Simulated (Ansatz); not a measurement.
A distorted cell of CdSe (wurtzite):

```
CELL_PARAMETERS angstrom
      4.32504     0.00000     0.00000
     -2.16252     3.74560     0.00000
      0.00000     0.00000     7.24863
ATOMIC_POSITIONS crystal
  Cd 0.66667 0.33333 0.00047
  Cd 0.33333 0.66667 0.50047
  Se 0.66667 0.33333 0.62473
  Se 0.33333 0.66667 0.12473
```

Level of theory: PBE (plane waves to 420 eV, PAW, scalar-relativistic; Ansatz, a program for electronic structure). k mesh 9×9×5 (Γ-centred), Fermi-Dirac smearing 0.05 eV. The energy includes the smearing's −TS. Stress and pressure are positive under compression. As the atoms are clamped, bonds stretch with the cell, which overstates energies and stresses. CdSe was relaxed with its symmetry unable to fall.

Q: What is the stress tensor (GPa)?

A: 
```
   1.35     0.00     0.00
   0.00     1.35     0.00
   0.00     0.00    -0.66
```
The pressure, a third of the trace, is 0.68 GPa.

Q: It is the relaxed cell deformed to V/V₀ = 0.987, (c/a)/(c/a)₀ = 1.027, c along z, fractional positions held. What is its energy relative to the relaxed cell?

A: 4.1 meV/atom.

(Under strain, the slope of the energy per volume gives the stress and its curvature an elastic modulus.)
